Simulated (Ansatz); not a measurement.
According to the program Ansatz at the PBE level (PAW), TaN₃ in the ReO3 type structure (Pm-3m) relaxes to a = 4.074 Å. Ta has 6 nearest neighbours from 2.04 Å (octahedral); N has 2 nearest neighbours from 2.04 Å (linear). Its formation energy from the elements is 1.08 eV/atom, with no fitted shifts.

Electronic character: metallic (no gap). Gap from PBE with spin–orbit coupling: none (metallic).

The bulk modulus is 150 GPa.

The start of the workflow was typed in or built on a structure type; neither database checked (COD, Materials Project) lists it. Its standing as an ambient phase is unchecked. The cell was relaxed with PBE under the symmetry of its start; its stability against distortions is not shown here. The run is not spin-polarised. Its formation energy is positive at this level, so the cell may be metastable or incomplete. The references are the lowest solids computed at this level, not always the standard phases (solids in place of the gases). Spin–orbit coupling is left out wherever it is not named.

Potentials: the earlier of the program's two PAW sets.
